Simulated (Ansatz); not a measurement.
**Diamond alloy of Si and Sn (2 of 64 Si sites exchanged), 64 atoms**

Ansatz, PAW, plane waves. PBEsol relaxation of volume and atoms (shape held) at the single k point (¼, ¼, ¼) without its symmetry partners; single points on the relaxed atoms at the Γ point alone, onto which points of the small cell's zone fold. Arrangement: quasirandom. No spin–orbit coupling unless named.

Relaxed structure:

```cif
data_structure
_symmetry_space_group_name_H-M 'P 1'
_symmetry_Int_Tables_number 1
_cell_length_a 10.9318
_cell_length_b 10.9318
_cell_length_c 10.9318
_cell_angle_alpha 90.000
_cell_angle_beta 90.000
_cell_angle_gamma 90.000
_cell_volume 1306.39
loop_
_atom_site_label
_atom_site_type_symbol
_atom_site_fract_x
_atom_site_fract_y
_atom_site_fract_z
_atom_site_occupancy
Si1 Si 0.00023 0.00028 0.00004 1
Si2 Si 0.99859 0.99881 0.49997 1
Si3 Si 0.99843 0.50018 0.00140 1
Si4 Si 0.00020 0.50002 0.50018 1
Si5 Si 0.50016 0.00140 0.00415 1
Si6 Si 0.49956 0.00280 0.49767 1
Si7 Si 0.49962 0.49759 0.00279 1
Si8 Si 0.50839 0.50650 0.48938 1
Si9 Si 0.12532 0.12533 0.12511 1
Si10 Si 0.12109 0.12433 0.62502 1
Si11 Si 0.12377 0.62553 0.12673 1
Si12 Si 0.12251 0.62794 0.62569 1
Si13 Si 0.62525 0.12691 0.12659 1
Si14 Si 0.62760 0.12284 0.62571 1
Si15 Si 0.62508 0.62552 0.12513 1
Si16 Si 0.63582 0.61935 0.61675 1
Si17 Si 0.25008 0.25023 0.99998 1
Si18 Si 0.24035 0.24088 0.49046 1
Si19 Si 0.24740 0.75131 0.00390 1
Si20 Si 0.24783 0.74996 0.49798 1
Si21 Si 0.75107 0.25057 0.00115 1
Si22 Si 0.74992 0.25024 0.50018 1
Si23 Si 0.75243 0.75038 0.00257 1
Si24 Si 0.75382 0.75135 0.49759 1
Si25 Si 0.37515 0.37401 0.12659 1
Si26 Si 0.37516 0.87513 0.12538 1
Si27 Si 0.36621 0.88404 0.61633 1
Si28 Si 0.87516 0.37514 0.12522 1
Si29 Si 0.87655 0.37408 0.62519 1
Si30 Si 0.87650 0.87548 0.12657 1
Si31 Si 0.87527 0.87521 0.62531 1
Si32 Si 0.24998 0.99889 0.24868 1
Si33 Si 0.24754 0.00289 0.74950 1
Si34 Si 0.25011 0.50011 0.25004 1
Si35 Si 0.23930 0.50652 0.75857 1
Si36 Si 0.74989 0.00035 0.25006 1
Si37 Si 0.75403 0.00147 0.75029 1
Si38 Si 0.75140 0.50021 0.24853 1
Si39 Si 0.75258 0.49773 0.74947 1
Si40 Si 0.37494 0.12424 0.37138 1
Si41 Si 0.37556 0.12276 0.87770 1
Si42 Si 0.37549 0.62794 0.37261 1
Si43 Si 0.36667 0.61918 0.88617 1
Si44 Si 0.87490 0.12522 0.37539 1
Si45 Si 0.87652 0.12673 0.87553 1
Si46 Si 0.87667 0.62545 0.37410 1
Si47 Si 0.87489 0.62545 0.87517 1
Si48 Si 0.99873 0.24996 0.24890 1
Si49 Si 0.99985 0.25039 0.75023 1
Si50 Si 0.00009 0.75039 0.25032 1
Si51 Si 0.99860 0.75141 0.75023 1
Si52 Si 0.50005 0.25041 0.25018 1
Si53 Si 0.50892 0.24154 0.75903 1
Si54 Si 0.50012 0.75142 0.24883 1
Si55 Si 0.12273 0.37531 0.37262 1
Si56 Si 0.12134 0.37450 0.87772 1
Si57 Si 0.12413 0.87526 0.37415 1
Si58 Si 0.12521 0.87550 0.87504 1
Si59 Si 0.62770 0.37457 0.37143 1
Si60 Si 0.62729 0.37576 0.87725 1
Si61 Si 0.62510 0.87553 0.37523 1
Si62 Si 0.63475 0.88497 0.88483 1
Sn1 Sn 0.37476 0.37425 0.62481 1
Sn2 Sn 0.50036 0.75139 0.75068 1
```

(1) What are the mean bond lengths by pair (pairs within 1.2 times the sum of covalent radii, less contacts 15 % beyond the pair's median; cation–cation pairs of compounds aside; long ionic contacts are cut short by that bound)?

(2) What gap lies between the top filled and the lowest empty level in the single points?

Answers

(1) Si–Si 2.357 ± 0.012 Å (standard deviation, 120 bonds); Si–Sn 2.534 ± 0.002 Å (standard deviation, 8 bonds).

(2) HSE06 1.20 eV (43 s on NVIDIA H100). An indirect band minimum needn't fold onto Γ of this cell; where it doesn't, these gaps are too wide.
